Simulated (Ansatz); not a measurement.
**Relaxing a structure of Fe**

The start is a generated cell, Fe built in the beta-Sn structure type. A full variable-cell relaxation at zero pressure is run with PBEsol (plane waves to 420 eV, PAW, scalar-relativistic; Ansatz, an electronic-structure program). The first steps use a coarse 15×15×15 k-mesh.

The start:
```yaml
crystal:
  lattice:
    - [-2.24887, 2.24887, 1.22701]
    - [2.24887, -2.24887, 1.22701]
    - [2.24887, 2.24887, -1.22701]
  atoms:
    - { symbol: Fe, position: [0.75000, 0.25000, 0.50000] }
    - { symbol: Fe, position: [0.00000, 0.00000, 0.00000] }
```
Spin-polarised start, with parallel moments on Fe.

```yaml
initial_pressure: "-5.2 GPa (negative: the cell is under tension)"
energy_released: 0.01 eV/atom
volume_change: -4.4 %, from 12.41 to 11.86 Å³/atom
Shortest distances (start → end): "The closest pairs of elements (up to four, under 3.6 Å), start → end: Fe–Fe 2.33 → 2.30 Å"
band_gap_at_the_end: no gap (metallic)
moments_at_the_end: net 2.19 μB/atom, ferromagnetic
optimiser_moves: 6
```

It ends as:

Space group I4₁/amd, origin choice 1 (No. 141); a = b = 4.4517 Å, c = 2.3946 Å, α = β = γ = 90.00°

```
atom  site  symmetry       x       y       z
----  ----  --------  ------  ------  ------
Fe      4a      -4m2  0.0000  0.0000  0.0000
```
(The calculation used a cell of 2 atoms; values per cell refer to that cell.)

Final values are on a 22×22×22 k-mesh of the relaxed cell. Spin state reached: ferromagnetic (net 2.19 μB/atom), from parallel starting moments; other spin orders were not run from this start.

The run could not lose the symmetry of its start, so the end can be a saddle point.

All atoms sit on sites fixed by symmetry, so only the cell could relax.

The relaxed structure here is a generated cell of Fe: the first start was made by placing the elements on the sites of a structure type, and the end was not matched to a known phase here, so it may be hypothetical. Known forms of Fe include space group No. 229.
